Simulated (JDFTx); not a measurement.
Reference run:

System: Au(110) (Fm-3m bulk; lattice of mp-81, not re-optimised at this level), 1x1 cell of 5 atoms in 5 planes, area 12.30 Å² a face, 5.9 Å between the outermost planes in a cell 21.9 Å high; k mesh 6×8×1, Fermi width 0.01 Ha, no spin polarisation.

Reference level: PBE, GBRV ultrasoft potentials, plane waves to 20/100 Ha, in a modified build of JDFTx. Unrelaxed; liquid: linear PCM (GLSSA13), water, 1 M NaF. Potentials refer to SHE, placed 4.44 V below the bulk liquid's zero by convention.

```json
[
 {"slab thickness": "2 atoms, 1.5 Å", "work function (eV)": "5.11", "U_pzc (V)": "0.49", "mean C above U_pzc (μF/cm²)": "17 over 0.5 V", "k states × plane waves": "20 × 6208", "cycles, vacuum run": "18", "rough core time, vacuum run": "3 min"},
 {"slab thickness": "3 atoms, 2.9 Å", "work function (eV)": "___", "U_pzc (V)": "___", "mean C above U_pzc (μF/cm²)": "15 over 0.5 V", "k states × plane waves": "20 × 6704", "cycles, vacuum run": "18", "rough core time, vacuum run": "6 min"},
 {"slab thickness": "4 atoms, 4.4 Å", "work function (eV)": "5.05", "U_pzc (V)": "0.42", "mean C above U_pzc (μF/cm²)": "17 over 0.5 V", "k states × plane waves": "20 × 7236", "cycles, vacuum run": "19", "rough core time, vacuum run": "7 min"},
 {"slab thickness": "5 atoms, 5.9 Å", "work function (eV)": "5.02", "U_pzc (V)": "0.40", "mean C above U_pzc (μF/cm²)": "15 over 0.5 V", "k states × plane waves": "20 × 7769", "cycles, vacuum run": "19", "rough core time, vacuum run": "8 min"},
 {"slab thickness": "6 atoms, 7.4 Å", "work function (eV)": "5.03", "U_pzc (V)": "0.41", "mean C above U_pzc (μF/cm²)": "16 over 0.5 V", "k states × plane waves": "20 × 8299", "cycles, vacuum run": "19", "rough core time, vacuum run": "10 min"},
 {"slab thickness": "7 atoms, 8.8 Å", "work function (eV)": "5.01", "U_pzc (V)": "0.39", "mean C above U_pzc (μF/cm²)": "15 over 0.5 V", "k states × plane waves": "20 × 8797", "cycles, vacuum run": "20", "rough core time, vacuum run": "20 min"},
 {"slab thickness": "9 atoms, 11.8 Å", "work function (eV)": "5.02", "U_pzc (V)": "0.40", "mean C above U_pzc (μF/cm²)": "16 over 0.5 V", "k states × plane waves": "20 × 9861", "cycles, vacuum run": "20", "rough core time, vacuum run": "30 min"}
]
```

**Question.** What belongs in the gaps?

**Answer.** 
- 3 atoms, 2.9 Å, work function (eV): 5.15
- 3 atoms, 2.9 Å, U_pzc (V): 0.53

The times are rough (shared hosts); only ratios past two mean anything.
